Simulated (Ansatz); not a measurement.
**Data sheet: RbHoS$_{2}$ (DFT)**

RbHoS2:
```
CELL_PARAMETERS angstrom
      2.00683     1.15865     7.53164
     -2.00683     1.15865     7.53164
      0.00000    -2.31729     7.53164
ATOMIC_POSITIONS crystal
  Ho 0.50000 0.50000 0.50000
  S  0.23059 0.23059 0.23059
  S  0.76941 0.76941 0.76941
  Rb 0.00000 0.00000 0.00000
```
The run is spin-polarised; directions of the spins, atom by atom: ↑ 0 0 0.

Space group R-3m (No. 166); conventional cell a = 4.014 Å, b = 4.014 Å, c = 22.595 Å, α = 90.00°, β = 90.00°, γ = 120.00°.

Method: DFT-PBEsol in the program Ansatz with PAW potentials. The cell and atoms are relaxed at this level. Other levels are named where they apply.

**Cell and energy**

- Volume per atom: 26.27 Å³
- Density: 4.97 g/cm³

**Electronic structure**

* **Band gap**: 0.55 eV (indirect)
* **Valence-band maximum**: at Γ
* **Conduction-band minimum**: at L (3 equivalent valleys)
* **Smallest direct gap on the standard path**: 0.58 eV
* **Hole effective mass, band 1 of 2 at the edge**: 0.82 along x, 2.4 along z (mₑ)
* **Hole effective mass, band 2 of 2 at the edge**: 0.23 along x, 2.4 along z (mₑ)

**Magnetism**

- Magnetic order: ferromagnetic
- Net moment: 1.00 μB per atom

**Dielectric response**

- Electronic dielectric constant ε∞ (DFPT) = 6.97 (xx = yy), 4.48 (zz)
- Born charges (a third of the trace) = Ho +3.21, S -2.27, Rb +1.34 e

**Charges**

- Bader charges: Ho +1.76, S -1.26, Rb +0.77 e

The measured cell (COD 4030786; 293 K, pressure taken as ambient) has 26.87 Å³ per atom; the computed volume differs by -2.2 %, which includes thermal expansion and zero-point motion.

The workflow started from an entry of the Crystallography Open Database (COD, 293 K). Its standing as an ambient phase is unchecked. The PBEsol relaxation kept the symmetry of its start; whether a distortion lowers the energy is not shown. Magnetic state: ferromagnetic, the only order run, not a proven ground state. The cell computed holds one magnetic atom, so no antiferromagnetic order was within reach. The 4f shell is in the valence, and the state reached may lie above the lowest one. No Hubbard U is applied. Scalar-relativistic: spin–orbit coupling is off unless named, which matters more the heavier the elements.

Potentials: the later of the program's two PAW sets.
